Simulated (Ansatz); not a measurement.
VSi:
```xyz
4
Lattice="0.0000 2.9981 2.9981 2.9981 0.0000 2.9981 2.9981 2.9981 0.0000" Properties=species:S:1:pos:R:3 pbc="T T T"
V      0.0000     0.0000     0.0000
Si     1.4990     1.4990     1.4990
V      2.9981     2.9981     2.9981
Si     4.4971     4.4971     4.4971
```
The run is spin-polarised; directions of the spins, atom by atom: ↑ 0 ↓ 0.

This is the PBE-relaxed structure.

Question: All from PBE in the plane-wave PAW code Ansatz, unless another level is named. Estimate the electronic character.

Answer: metallic (no gap).

Question: Predict the density of states at the Fermi level.

Answer: 0.45 states/eV per atom (mean over ±0.08 eV).

Question: Next, the formation energy from the elements (no fitted shifts)?

Answer: -0.15 eV/atom.

Space group Pm-3m (CsCl type). The cell is a constructed one: a structure type filled with these elements; neither database checked (COD, Materials Project) lists it. Its standing as an ambient phase is unchecked. Symmetry was held in the PBE relaxation, as lowered by the spin order; its stability against distortions is not shown here. The final state is antiferromagnetic, chosen from 3 collinear starts compared on coarse meshes (ties went to the first, and starts can fall back to one state), not a proven ground state. The references are the lowest solids computed at this level, not always the standard phases.

Potentials: the earlier of the program's two PAW sets.
